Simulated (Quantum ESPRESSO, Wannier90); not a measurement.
Wannier functions of LiAuF6 (R-3)

Structure: Materials Project mp-1079483, symmetrised, not relaxed again. Not found in the COD (Crystallography Open Database) copy used; not checked further. Level: PBEsol, no spin polarisation, no spin-orbit coupling; pw.x of Quantum ESPRESSO at 68 Ry with PseudoDojo potentials, 4×4×4 k-points, Wannier90. Density: 8×8×8 mesh, cold smearing 0.01 Ry. Spin-orbit coupling is left out although heavy elements are present.

```
begin unit_cell_cart
ang
   -2.4689899733    4.2764160771    0.0000000000
   -4.9379799466    0.0000000000    0.0000000000
   -2.4689899733    1.4254720257    4.5196400000
end unit_cell_cart
mp_grid = 4 4 4
```

**Question.** Which shells of neighbouring k-points and which b-vectors and weights does Wannier90 pick for this cell and mesh?

**Answer.** 
```
 *---------------------------------- K-MESH ----------------------------------*
 +----------------------------------------------------------------------------+
 |                    Distance to Nearest-Neighbour Shells                    |
 |                    ------------------------------------                    |
 |          Shell             Distance (Ang^-1)          Multiplicity         |
 |          -----             -----------------          ------------         |
 |             1                   0.347549                      2            |
 |             2                   0.385152                      6            |
 |             3                   0.434288                      6            |
 |             4                   0.591320                      6            |
 |             5                   0.636210                      6            |
 |             6                   0.685893                      6            |
 |             7                   0.695098                      2            |
 |             8                   0.724951                     12            |
       ... (lines left out)
 +----------------------------------------------------------------------------+
 | The b-vectors are chosen automatically                                     |
 | The following shells are used:                       1,  2                 |
 +----------------------------------------------------------------------------+
 |                        Shell   # Nearest-Neighbours                        |
 |                        -----   --------------------                        |
 |                          1               2                                 |
 |                          2               6                                 |
 +----------------------------------------------------------------------------+
 | Completeness relation is fully satisfied [Eq. (B1), PRB 56, 12847 (1997)]  |
 +----------------------------------------------------------------------------+
 |                  b_k Vectors (Ang^-1) and Weights (Ang^2)                  |
 |                  ----------------------------------------                  |
 |            No.         b_k(x)      b_k(y)      b_k(z)        w_b           |
 |            ---        --------------------------------     --------        |
 |             1         0.000000    0.000000    0.347549     3.315879        |
 |             2         0.000000    0.000000   -0.347549     3.315879        |
 |             3        -0.318105   -0.183658   -0.115850     2.470580        |
 |             4         0.000000    0.367316   -0.115850     2.470580        |
 |             5        -0.318105    0.183658    0.115850     2.470580        |
 |             6         0.318105    0.183658    0.115850     2.470580        |
 |             7         0.000000   -0.367316    0.115850     2.470580        |
 |             8         0.318105   -0.183658   -0.115850     2.470580        |
```
